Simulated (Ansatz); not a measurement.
Two Ansatz runs on Pd

The cell comes from COD entry 9009820, which wasn't checked; take it as a given geometry.

First run: DFT, PBE, all-electron LAPW, scalar-relativistic (Ansatz 0.2.0).

Command: `ansatz run input.yaml --threads 1 --pin off --max-ram 2048MiB --backend cpu --events-out ev --progress --plain --runs-dir out` The run took about 55 s on 1 thread of a shared machine.

```yaml
crystal:
  lattice:
    - [0.0, 1.9465, 1.9465]
    - [1.9465, 0.0, 1.9465]
    - [1.9465, 1.9465, 0.0]
  atoms:
    - { symbol: Pd, position: [0.0, 0.0, 0.0] }
kpoints:
  mp_grid: { grid: [14, 14, 14] }
scf:
  occupations: { method: fermi_dirac, width: 0.05 }
hamiltonian:
  xc: pbe
  pseudopotentials: { kind: all_electron, lapw: { basis_error: 0.001 } }
output:
  forces: true
  stress: true
relax:
  f_tol: 0.005
  max_steps: 80
  cell: {}
```

Result: converged; relaxed volume 15.338 Å³/atom; 20 SCF iterations in all.

Spin polarisation is left out, and whether a magnetic state lies lower isn't shown here.

A second input differs as follows:

```diff
@@ -9,5 +9,5 @@
   mp_grid: { grid: [14, 14, 14] }
 scf:
-  occupations: { method: fermi_dirac, width: 0.05 }
+  max_iter: 50
 hamiltonian:
   xc: pbe
```

Q: What is wrong with it, and what does the program do?

A: The fault is no occupation method. The run refused before any iteration. The log ends:
```
Error: YAML parse error: `scf.occupations.method` is required: fixed only where the cell keeps a band gap throughout the run, explicit beside scf.occupations.values (under evaluate: without them), else a smearing such as fermi_dirac (scf.occupations.width is optional; its entry in the input reference gives the default)
```
